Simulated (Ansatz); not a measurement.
Stiffness of HfB from strained cells

```
CELL_PARAMETERS angstrom
0.00000 2.31000 2.31000
2.31000 0.00000 2.31000
2.31000 2.31000 0.00000
ATOMIC_POSITIONS crystal
Hf 0.50000 0.50000 0.50000
B 0.00000 0.00000 0.00000
```

Atom numbers follow the list: Hf1, B2.

The conventional cell has a = 4.620 Å, b = 4.620 Å, c = 4.620 Å, α = 90.00°, β = 90.00°, γ = 90.00°. Hf (atom 1) is surrounded by 6 B at 2.31 Å. B (atom 2) is surrounded by 6 Hf at 2.31 Å.

The cell comes from COD entry 1511179, which wasn't checked; take it as a given geometry.

Spin polarisation is left out, and whether a magnetic state lies lower isn't shown here.

No spin–orbit coupling, which matters for the heavy atoms here.

The calculation used Ansatz 0.2.0, DFT, LDA, all-electron LAPW, scalar-relativistic.

The runs use a Γ-centred 15×15×15 k mesh, Fermi–Dirac smearing of 0.05 eV, basis error target 0.25 meV/atom, no spin polarisation.

The unstrained cell is at 18.26 GPa. Large strains and very small stresses are left out. Each strain is applied once, with fractional coordinates held (clamped ions), and σ below is the change of stress, positive in tension. One finite strain gives stress–strain coefficients at this pressure with an error of the order of the strain times third-order constants, a few per cent for each per cent of strain. In a metal the k mesh adds noise of tens of per cent to soft shears.

(1) With equal xy, yz and zx engineering shear strains of -1 %, the run gives σxy = -0.65 GPa and γxy = 2εxy = -0.0100. Which stiffness follows?

(2) With equal xy, yz and zx engineering shear strains of +1 %, the run gives σxy = 0.67 GPa and γxy = 2εxy = 0.0100. Which stiffness follows?

Results:

(1) C44 (clamped ions) = σxy/γxy = 65 GPa.

(2) C44 (clamped ions) = σxy/γxy = 67 GPa.
